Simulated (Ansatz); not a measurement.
Input:

BiIrS:
```xyz
12
Lattice="6.1333 0.0000 0.0000 0.0000 6.1333 0.0000 0.0000 0.0000 6.1333" Properties=species:S:1:pos:R:3 pbc="T T T"
Bi     0.8000     3.8666     5.3333
Bi     2.2666     2.2666     2.2666
Bi     3.8666     5.3333     0.8000
Bi     5.3333     0.8000     3.8666
Ir     2.9097     5.9763     3.2236
Ir     0.1570     0.1570     0.1570
Ir     5.9763     3.2236     2.9097
Ir     3.2236     2.9097     5.9763
S      5.4112     2.3445     0.7221
S      3.7887     3.7887     3.7887
S      2.3445     0.7221     5.4112
S      0.7221     5.4112     2.3445
```

This is the PBEsol-relaxed structure. x, y and z are the axes in which the lattice vectors are written.

Problem. All from DFT-PBEsol in the program Ansatz with PAW potentials, unless another level is named. Predict the piezoelectric stress constants (proper, relaxed ions, C/m²).

Solution. e14 = e25 = e36 = 0.04.

Problem. What about the bulk modulus (Birch–Murnaghan fit)?

Solution. 1460 kbar.

Space group P2_13. The first step of the workflow began from a Materials Project structure, measured or hypothetical; the Crystallography Open Database copy checked does not list it. Whether it is the stable phase at ambient conditions was not checked. The cell was relaxed with PBEsol under the symmetry of its start; its stability against distortions is not shown here. The run is not spin-polarised. Spin–orbit coupling is left out wherever it is not named.

Potentials: the later of the program's two PAW sets.
